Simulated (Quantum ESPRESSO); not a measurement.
**Band energies of BaO₂**

```
CELL_PARAMETERS angstrom
     -1.88565     1.88565     3.37505
      1.88565    -1.88565     3.37505
      1.88565     1.88565    -3.37505
ATOMIC_POSITIONS crystal
  O  0.39121 0.39121 0.00000
  O  0.60879 0.60879 0.00000
  Ba 0.00000 0.00000 0.00000
```

PBEsol (Quantum ESPRESSO, PseudoDojo norm-conserving, 84 Ry, with spin-orbit coupling); path ΓXYSΓZS1NPY1Z,XP; energies in eV from the valence-band maximum.

```csv
k (1/Å),point,band 22,band 23,band 24,band 25,band 26,band 27,band 28,band 29
0.00,Γ,-1.21,3.26,3.26,4.70,4.70,5.16,5.16,7.29
0.43,,-0.63,4.68,4.68,5.06,5.06,5.96,5.96,6.71
0.86,,-0.19,4.89,4.89,6.46,6.46,6.84,6.84,7.33
1.18,X,-0.28,4.84,4.84,6.43,6.43,6.71,6.71,7.80
1.30,,-0.27,4.82,4.82,6.37,6.37,6.85,6.85,7.76
1.55,Y,-0.22,4.71,4.71,6.03,6.03,6.55,6.55,7.54
1.77,,-0.15,4.60,4.60,5.29,5.29,5.81,5.81,7.68
2.12,S,-0.23,4.43,4.43,4.52,4.52,5.62,5.62,7.67
2.23,,-0.34,4.57,4.57,5.12,5.12,5.46,5.46,7.62
2.67,,-0.86,4.96,4.96,5.14,5.14,5.90,5.90,7.11
3.21,Γ,-1.21,3.26,3.26,4.70,4.70,5.16,5.16,7.29
3.63,,-0.66,2.66,2.66,3.34,3.34,5.16,5.16,7.66
4.04,,-0.03,2.08,2.08,4.18,4.18,5.99,5.99,8.10
4.14,Z,0.00,2.06,2.06,4.34,4.34,6.02,6.02,8.08
4.49,,-0.08,3.04,3.04,4.41,4.41,6.42,6.42,6.98
4.72,S1,-0.23,4.43,4.43,4.52,4.52,5.62,5.62,7.67
4.93,,-0.33,3.99,3.99,5.02,5.02,5.56,5.56,7.57
5.25,N,-0.41,3.14,3.14,5.00,5.00,6.09,6.09,7.33
5.34,,-0.44,3.15,3.15,5.04,5.04,6.14,6.14,7.25
5.80,,-1.10,3.46,3.46,6.11,6.11,6.59,6.59,7.32
6.08,P,-1.28,3.54,3.54,6.50,6.50,6.52,6.52,6.74
6.18,,-1.02,3.61,3.61,6.44,6.44,6.60,6.60,6.77
6.58,,-0.27,4.64,4.64,6.12,6.12,7.00,7.00,7.39
6.67,Y1,-0.22,4.71,4.71,6.03,6.03,6.55,6.55,7.54
6.92,,-0.14,4.50,4.50,4.59,4.59,5.90,5.90,7.41
7.24,,-0.04,2.57,2.57,4.37,4.37,6.49,6.49,6.91
7.49,Z,0.00,2.06,2.06,4.34,4.34,6.02,6.02,8.08
7.49,X,-0.28,4.84,4.84,6.43,6.43,6.71,6.71,7.80
7.95,P,-1.28,3.54,3.54,6.50,6.50,6.52,6.52,6.74
```

The PBEsol gap is direct, 2.06 eV at Z.

Geometry relaxed with PBEsol.
